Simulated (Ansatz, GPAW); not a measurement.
This is a calculation of PdAu3 for GPAW 26.7.0 (ASE script). The cell comes from a database or a generator and needn't be the stable form of this composition.

run.py

```python
from ase import Atoms
from ase.dft.bandgap import bandgap
from ase.io import write
from ase.units import Bohr, GPa
from gpaw import GPAW, PW, setup_paths
from gpaw.elf import elf_from_dft_calculation

setup_paths.insert(0, '.')

atoms = Atoms(['Au', 'Au', 'Au', 'Pd'],
              cell=[[-2.05259754, 2.05259754, 4.0026498],
                    [2.05259754, -2.05259754, 4.0026498],
                    [2.05259754, 2.05259754, -4.0026498]],
              scaled_positions=[[0.5, 0.5, 0.0],
                                [0.25, 0.75, 0.5],
                                [0.75, 0.25, 0.5],
                                [0.0, 0.0, 0.0]],
              pbc=True)

calc = GPAW(mode=PW(600),
            xc='PBEsol',
            kpts={'size': (9, 9, 9), 'gamma': True},
            occupations={'name': 'fermi-dirac', 'width': 0.05},
            nbands=45,
            convergence={'density': 1e-05, 'energy': 1e-05},
            maxiter=150,
            txt='gpaw.txt')
atoms.calc = calc
energy = atoms.get_potential_energy()
forces = atoms.get_forces()
stress = atoms.get_stress()
calc.write('gs.gpw')
write('result.traj', atoms)
print(f'Energy: {energy:.6f} eV')
print('Forces (eV/A):')
print(forces.round(4))
print('Stress (GPa):', (stress / GPa).round(3))
print('Fermi level:', round(calc.get_fermi_level(), 4), 'eV')
print(f'Gap: {bandgap(calc)[0]:.4f} eV, direct: {bandgap(calc, direct=True)[0]:.4f} eV')

# fields on the real-space grid
write('density.cube', atoms, data=calc.get_pseudo_density() * Bohr**3)
write('potential.cube', atoms, data=calc.get_electrostatic_potential())
write('elf.cube', atoms, data=elf_from_dft_calculation(calc).data)
```

Potentials or basis: PAW data sets generated in the run's folder for this functional, pw.

The run is started by

```console
$ gpaw-setup -f PBEsol Au Pd
$ OMP_NUM_THREADS=1 python run.py
```

**Question.** What does the same run look like in Ansatz 0.2.0? Potentials or basis there: all-electron LAPW, scalar-relativistic.

**Answer.** As run (cutoffs and basis follow the program's own potentials, and thresholds, step limits or extra output files can differ):

input.yaml

```yaml
crystal:
  lattice:
    - [-2.05259754, 2.05259754, 4.0026498]
    - [2.05259754, -2.05259754, 4.0026498]
    - [2.05259754, 2.05259754, -4.0026498]
  atoms:
    - { symbol: Au, position: [0.5, 0.5, 0.0] }
    - { symbol: Au, position: [0.25, 0.75, 0.5] }
    - { symbol: Au, position: [0.75, 0.25, 0.5] }
    - { symbol: Pd, position: [0.0, 0.0, 0.0] }
kpoints:
  mp_grid: { grid: [9, 9, 9] }
scf:
  occupations: { method: fermi_dirac, width: 0.05 }
hamiltonian:
  xc: pbesol
  pseudopotentials: { kind: all_electron, lapw: { basis_error: 0.001 } }
output:
  forces: true
  stress: true
  eigenvalues: true
  populations: true
```

Potentials or basis: all-electron LAPW, scalar-relativistic.

Run with:

```bash
$ ansatz run input.yaml --threads 2 --pin off --max-ram 8192MiB --backend cpu --events-out ev --progress --plain --runs-dir out
```

Both were run:

|  | GPAW | Ansatz |
| --- | --- | --- |
| Pressure | -3.0 GPa | -5.4 GPa |

Where Ansatz's input types no cutoff or centring, it takes its own default and a Γ-centred mesh.

Pressure is positive in compression.
